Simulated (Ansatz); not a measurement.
HfSi in space group P-6m2 (No. 187; Hf on 1a, Si on 1f) at seven volumes, PBE in the plane-wave PAW code Ansatz, shape and atoms relaxed at each. One row is withheld.

```tsv
V (Å³/atom)	P (GPa)
16.563	12.78
17.109	?
17.655	3.86
18.201	-0.01
18.747	-3.42
19.293	-6.26
19.839	-8.66
```

Q: Fit the shown pressures and predict the withheld one.

A: P = (3/2)B₀(x^(7/2) − x^(5/2))[1 + (3/4)(B′ − 4)(x − 1)] with x = (V₀/V)^(2/3). Least squares on the six rows gives V₀ = 18.200 Å³/atom, B₀ = 117 GPa, B′ = 3.25. At V = 17.109, x = 1.0421 and P = 7.99 GPa. The run itself gave 8.06 GPa.

A made-up cell: these elements were put on the sites of a structure type; neither database checked (COD, Materials Project) lists it. COD files the formula under space group No. 62, so this cell is another polymorph or a model. Whether it is the stable phase at ambient conditions was not checked. The PBE relaxation kept the symmetry of its start; whether a distortion lowers the energy is not shown. The run is not spin-polarised. Scalar-relativistic: spin–orbit coupling is off unless named, which matters more the heavier the elements.

Potentials: the later of the program's two PAW sets.
